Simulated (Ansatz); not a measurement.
PbS:
```xyz
4
Lattice="4.1233 0.0000 0.0000 -2.0617 3.5709 0.0000 0.0000 0.0000 7.3332" Properties=species:S:1:pos:R:3 pbc="T T T"
Pb     0.0000     0.0000     0.0000
Pb     0.0000     0.0000     3.6666
S      0.0000     2.3806     5.4999
S      2.0617     1.1903     1.8333
```

This is the r²SCAN-relaxed structure. x, y and z are the axes in which the lattice vectors are written.

Task: All from DFT-r²SCAN in the program Ansatz with PAW potentials, unless another level is named. Estimate the Poisson's ratio.

Result: 0.29.

Task: And the elastic constants (relaxed ions, GPa)?

Result: C11 = 77.6, C12 = 38.4, C13 = 42.4, C33 = 115, C44 = 37.3.

Space group P6_3/mmc (NiAs type). The first step of the workflow began from a Materials Project structure, measured or hypothetical; the Crystallography Open Database copy checked does not list it. It is not the phase usual at ambient conditions (space group No. 225). The cell was relaxed with r²SCAN under the symmetry of its start; whether a distortion lowers the energy is not shown. Scalar-relativistic: spin–orbit coupling is off unless named, which matters more the heavier the elements.

Potentials: the later of the program's two PAW sets.
